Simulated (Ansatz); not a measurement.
AlN (rock salt, space group No. 225), r²SCAN+D4 in the plane-wave PAW code Ansatz, all energies at zero smearing, with the estimated change up to a 700 eV cutoff added, with one set of potentials and settings (totals compare only within such a set). Cell of 2 atoms (1 Al, 1 N): -928.436 eV.

```json
[
 {"element": "Al", "reference phase": "Fm-3m, 1 atoms in the cell", "E (eV/atom)": "-540.5339"},
 {"element": "N", "reference phase": "Pa-3, 8 atoms in the cell", "E (eV/atom)": "-384.8579"}
]
```

Formation energy per atom, worked out: (-928.436 − 1×(-540.5339) − 1×(-384.8579))/2 = -1.522 eV/atom (-147 kJ per mol of atoms), at 0 K, without zero-point energy or fitted corrections.

This is a known high-pressure phase of the composition, computed here at zero pressure and temperature. Symmetry was held in the r²SCAN+D4 relaxation; whether a distortion lowers the energy is not shown. The volume moved by -38 % from the start of the relaxation. The references are the lowest solids computed at this level, not always the standard phases (solids in place of the gases).

Potentials: the earlier of the program's two PAW sets.
